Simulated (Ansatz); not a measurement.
## Structures of LiBe$_{2}$: which is lowest?

Plane-wave DFT in Ansatz with scalar-relativistic PAW potentials, cutoff 420 eV, Γ-centred meshes chosen by cell and gap, Gaussian smearing with energies taken to zero width. Every cell was relaxed (cell and atoms) in a run of its own, within the symmetry of its start. Functional: PBE.

Relaxed structures (starts from databases or built by putting these elements on another compound's sites):
A. Fd-3m, 6 atoms in the computed cell, a = 6.244 Å; sites (symmetry × multiplicity) Li -43m × 8, Be .-3m × 16; start: built
B. Cmcm, 6 atoms in the computed cell, a = 3.880 Å, b = 7.828 Å, c = 3.751 Å; sites (symmetry × multiplicity) Li m2m × 4, Be m2m × 4 + m2m × 4; start: built

Task: Rank them by energy. Could pressure change the order?

Result:
| structure | group | E − E(lowest) (meV/atom) | V (Å³/atom) | gap on mesh (eV) |
| --- | --- | --- | --- | --- |
| A | Fd-3m | 0.0 | 10.14 | 0.00 |
| B | Cmcm | 51 | 9.50 | 0.00 |

A is lowest, 51 meV/atom under B. B is denser by 0.65 Å³/atom, so pressure favours it: ΔE/ΔV, with ΔE in eV and 1 eV/Å³ = 160.2 GPa, gives about 13 GPa for equal enthalpy if both cells were rigid, a rough figure since the two compress differently. Other structures may lie lower than all of these, and vibrations aren't counted.